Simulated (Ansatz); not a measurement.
In the program Ansatz at the r²SCAN level (PAW), In in the diamond structure (Fd-3m) relaxes to a = 6.614 Å. In has 4 nearest neighbours from 2.86 Å (tetrahedral).

Electronic character: metallic (no gap). Gap from r²SCAN with spin–orbit coupling: none (metallic).

The bulk modulus is 27.3 GPa. The relaxed-ion elastic constants in GPa are C11 = 19.9, C12 = 31.8, C44 = -13.6.

The start of the workflow was typed in or built on a structure type; neither database checked (COD, Materials Project) lists it. It is not the phase usual at ambient conditions (space group No. 139). The cell was relaxed with r²SCAN under the symmetry of its start. At this level the phase is mechanically unstable. As this level gives no gap, shear constants depend on the k-mesh and smearing (Fermi–Dirac, 0.1 eV here). Spin–orbit coupling is left out wherever it is not named.

Potentials: the later of the program's two PAW sets.
